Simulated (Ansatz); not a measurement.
Given:

Ta$_{3}$Ge:
```
CELL_PARAMETERS angstrom
     -5.17594     5.17594     2.57927
      5.17594    -5.17594     2.57927
      5.17594     5.17594    -2.57927
ATOMIC_POSITIONS crystal
  Ta 0.99435 0.36540 0.34057
  Ta 0.34622 0.00565 0.37105
  Ta 0.02483 0.65378 0.65943
  Ta 0.63460 0.97517 0.62895
  Ta 0.02516 0.42945 0.97403
  Ta 0.94887 0.97484 0.40429
  Ta 0.45541 0.05113 0.02597
  Ta 0.57055 0.54459 0.59571
  Ta 0.86921 0.68666 0.01471
  Ta 0.14551 0.13079 0.81745
  Ta 0.67194 0.85449 0.98529
  Ta 0.31334 0.32806 0.18255
  Ge 0.54059 0.22273 0.73643
  Ge 0.19584 0.45941 0.68213
  Ge 0.48629 0.80416 0.26357
  Ge 0.77727 0.51371 0.31787
```

This is the r²SCAN-relaxed structure.

All from the program Ansatz at the r²SCAN level (PAW), unless another level is named. Predict the electronic character.

metallic (no gap).

What about the formation energy from the elements (no fitted shifts)?

-0.31 eV/atom.

And the density of states at the Fermi level?

0.57 states/eV per atom (mean over ±0.08 eV).

Space group I-4. The workflow started from a Materials Project entry (that database holds measured and hypothetical structures alike); the Crystallography Open Database copy checked does not list it. Its standing as an ambient phase is unchecked. The cell was relaxed with r²SCAN under the symmetry of its start; its stability against distortions is not shown here. No spin polarisation was allowed. The references are the lowest solids computed at this level, not always the standard phases. Spin–orbit coupling is left out wherever it is not named.

Potentials: the later of the program's two PAW sets.
